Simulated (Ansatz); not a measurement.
KAl3H9: stable or not

The structure comes from a generated guess, relaxed at this level; another structure or a mixture of phases may lie lower.

Level of theory: DFT PBE, scalar-relativistic, plane waves, PAW (Ansatz 0.2.0). The final run on the 13-atom cell used 420 eV, a Γ-centred 10×6×8 mesh, 0.10 eV smearing and no spin polarisation.

```yaml
crystal:
  lattice:
    - [3.56529, 0.00000, 0.00000]
    - [0.00000, 6.76442, 0.00000]
    - [0.00000, 0.00000, 5.79865]
  atoms:
    - { symbol: K, position: [0.50000, 0.50000, 0.46597] }
    - { symbol: Al, position: [0.00000, 0.24650, 0.00345] }
    - { symbol: Al, position: [0.00000, 0.75350, 0.00345] }
    - { symbol: Al, position: [0.00000, 0.00000, 0.53424] }
    - { symbol: H, position: [0.50000, 0.25104, 0.01784] }
    - { symbol: H, position: [0.00000, 0.00000, 0.91733] }
    - { symbol: H, position: [0.00000, 0.50000, 0.09228] }
    - { symbol: H, position: [0.00000, 0.18626, 0.30304] }
    - { symbol: H, position: [0.00000, 0.28381, 0.71253] }
    - { symbol: H, position: [0.50000, 0.74896, 0.01784] }
    - { symbol: H, position: [0.00000, 0.81374, 0.30304] }
    - { symbol: H, position: [0.00000, 0.71619, 0.71253] }
    - { symbol: H, position: [0.50000, 0.00000, 0.56792] }
```

The zero of energy is the elements' standard structures at the same level (H₂ as a molecule); no fitted shifts are applied.

Question: These tests were run: energy against the elements; random kick, then relaxation without symmetry; phonons on a 2×1×1 q mesh. What do they show?

Answer:

```csv
test,result
energy against the elements,−0.01 eV/atom
"random kick, then relaxation without symmetry",returns
phonons on a 2×1×1 q mesh,"no imaginary mode on the mesh, but the interpolation dips to 96i cm⁻¹ between its points"
```

It fails none of these tests outright. Other phases of the system weren't compared here, so this isn't yet thermodynamic stability. Undecided within the accuracy: energy against the elements and phonons on a 2×1×1 q mesh.

The k mesh leaves some 4 meV/atom of noise in the energy of each metallic cell. The cell is a metal run without spin; a magnetic state may lie lower. With hydrogen, zero-point motion can shift formation energies by some tens of meV/atom. The kick test ran on a coarse mesh. The run for the phonons used a 10×6×8 k mesh and Fermi–Dirac smearing of 0.15 eV.
